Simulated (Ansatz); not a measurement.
ZnS (zinc blende)

```xyz
2
Lattice="0.0000 2.6783 2.6783 2.6783 0.0000 2.6783 2.6783 2.6783 0.0000" Properties=species:S:1:pos:R:3 pbc="T T T"
S      1.3391     1.3391     1.3391
Zn     0.0000     0.0000     0.0000
```

This relaxed cell (volume V₀) is scaled evenly in all directions, its shape held. Symmetry pins the atoms to their sites.

These are PBEsol (plane waves to 420 eV, PAW, scalar-relativistic; Ansatz, a quantum-chemistry and plane-wave program) values and carry that method's errors. k mesh 11×11×11 (Γ-centred), Fermi-Dirac smearing 0.05 eV. The energy includes the smearing's −TS. Stress and pressure are positive under compression. ZnS was relaxed with its symmetry unable to fall. The zero of ΔE is the relaxed starting cell.

The scan covers V/V₀ from 0.940 to 1.060 in 11 points.

Problem. What is ΔE at V/V₀ = 1.060?

Solution. 15.3 meV/atom.

Problem. What pressure does the cell carry at V/V₀ = 0.940?

Solution. 5.60 GPa.

Problem. What is ΔE at V/V₀ = 0.940?

Solution. 19.0 meV/atom.

(A scan under strain: stresses follow from slopes of the energy per volume, elastic moduli from its curvatures.)
